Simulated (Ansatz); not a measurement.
AgW:
```cif
data_Ag2W2
_chemical_formula_sum 'Ag2 W2'
_space_group_name_H-M_alt 'P 1'
_space_group_IT_number 1
_cell_length_a 5.68300
_cell_length_b 5.68300
_cell_length_c 4.47834
_cell_angle_alpha 90.000
_cell_angle_beta 90.000
_cell_angle_gamma 152.485
loop_
_space_group_symop_operation_xyz
  'x, y, z'
loop_
_atom_site_label
_atom_site_type_symbol
_atom_site_fract_x
_atom_site_fract_y
_atom_site_fract_z
_atom_site_occupancy
Ag1 Ag 0.68584 0.31416 0.25000 1
W1 W 0.94169 0.05831 0.25000 1
Ag2 Ag 0.31416 0.68584 0.75000 1
W2 W 0.05831 0.94169 0.75000 1
```

Relaxed with r²SCAN.

Question: Which orbitals make up the states near the Fermi level in plane-wave PAW r²SCAN (Ansatz code)?

Answer: Within 0.5 eV of the Fermi level: W 5d 75 %, Ag 4d 9 %, W 6s 5 %, outside the projected shells 6 %. Projections are on Löwdin-orthogonalised atomic valence shells; empty p or d shells of many metals are not among them.

Question: Tabulate the density of states.

Answer: States/eV per cell of 4 atoms, in 0.25 eV bins, energy from the Fermi level.

```csv
E (eV),total,Ag 4d,W 5d,W 6s
-7.85,0.42,0.02,0.01,0.22
-7.60,0.49,0.04,0.01,0.26
-7.35,0.57,0.08,0.02,0.28
-7.10,1.02,0.34,0.05,0.34
-6.85,5.52,3.79,0.50,0.63
-6.60,8.02,6.21,0.74,0.52
-6.35,8.13,6.69,0.64,0.34
-6.10,6.27,5.18,0.53,0.19
-5.85,9.23,7.57,1.08,0.18
-5.60,8.12,6.50,1.07,0.18
-5.35,6.77,5.57,0.74,0.18
-5.10,8.80,7.63,0.71,0.16
-4.85,7.97,6.84,0.73,0.14
-4.60,7.72,6.74,0.62,0.14
-4.35,4.27,3.60,0.34,0.14
-4.10,3.29,2.33,0.52,0.16
-3.85,2.73,1.21,0.92,0.21
-3.60,2.46,0.78,1.18,0.19
-3.35,2.88,0.84,1.58,0.21
-3.10,3.24,1.04,1.81,0.20
-2.85,3.44,0.80,2.18,0.25
-2.60,3.79,0.69,2.55,0.28
-2.35,3.93,0.65,2.75,0.23
-2.10,3.47,0.49,2.53,0.14
-1.85,4.27,0.52,3.25,0.14
-1.60,3.90,0.38,2.96,0.20
-1.35,2.99,0.30,2.20,0.16
-1.10,2.96,0.27,2.20,0.12
-0.85,2.46,0.19,1.78,0.10
-0.60,2.18,0.17,1.52,0.09
-0.35,1.87,0.17,1.37,0.08
-0.10,2.21,0.21,1.64,0.11
0.15,2.51,0.24,1.90,0.14
0.40,3.16,0.29,2.45,0.19
0.65,2.60,0.20,2.06,0.11
0.90,1.79,0.11,1.40,0.06
1.15,2.24,0.10,1.69,0.09
1.40,2.64,0.10,1.98,0.12
1.65,2.75,0.09,2.02,0.14
1.90,2.68,0.09,1.94,0.16
2.15,2.97,0.09,2.18,0.17
2.40,3.30,0.10,2.49,0.17
2.65,3.39,0.11,2.51,0.19
2.90,2.60,0.08,1.92,0.19
3.15,2.18,0.05,1.59,0.18
3.40,1.87,0.04,1.32,0.16
3.65,1.94,0.03,1.35,0.17
3.90,1.97,0.03,1.35,0.18
4.15,1.95,0.03,1.28,0.18
4.40,1.97,0.03,1.24,0.20
4.65,1.48,0.02,0.72,0.18
```

Space group Cmcm. The start of the workflow was typed in or built on a structure type; neither database checked (COD, Materials Project) lists it. Whether it is the stable phase at ambient conditions was not checked. The cell was relaxed with r²SCAN under the symmetry of its start; its stability against distortions is not shown here. The run is not spin-polarised. Its formation energy is positive at this level, so the cell may be metastable or incomplete. Scalar-relativistic: spin–orbit coupling is off unless named, which matters more the heavier the elements.

Potentials: the later of the program's two PAW sets.
